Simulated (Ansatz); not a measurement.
Ca3BiN (anti-perovskite, Pm-3m), a = b = c = 4.844 Å, α = β = γ = 90.00°.

Relaxed with PBEsol. The program Ansatz at the PBEsol level (PAW) gives a gap of 0.31 eV.

### Question
What gap does HSE06 give on the same cell (Ansatz, PAW)?

### Answer
1.03 eV, 0.72 eV more. The hybrid was solved on a coarser mesh and at special points; its gap is the smallest among all of these.

| k | v1 PBEsol | c1 PBEsol | v1 HSE06 | c1 HSE06 |
|---|---|---|---|---|
| Γ | 0.00 | 0.31 | 0.00 | 1.03 |
| R | -2.14 | 2.00 | (withheld) | (withheld) |
| M | -1.47 | 2.11 | (withheld) | (withheld) |
| X | -1.27 | 1.38 | (withheld) | (withheld) |

### Question
Top valence (v1) and lowest conduction level (c1) in eV from each method's valence maximum (which need not be a listed point): supply the withheld HSE06 values.

### Answer

- X, v1 HSE06: -1.31
- X, c1 HSE06: 2.14
- R, v1 HSE06: -2.31
- R, c1 HSE06: 2.88
- M, v1 HSE06: -1.45
- M, c1 HSE06: 2.85

Cost on shared cores: the PBEsol run (SCF on a 6×6×6 mesh, then bands and DOS) roughly 30 core-seconds, the HSE06 run (SCF on 4×4×4, then a few points) around 2.6 core-minutes (rough); the tasks are unlike.

The first step of the workflow began from a Materials Project structure, measured or hypothetical; the Crystallography Open Database files this formula in space group No. 221, but the cells were not matched. Its standing as an ambient phase is unchecked. The PBEsol relaxation kept the symmetry of its start; whether a distortion lowers the energy is not shown. Scalar-relativistic: spin–orbit coupling is off unless named, which matters more the heavier the elements.

Potentials: the later of the program's two PAW sets.
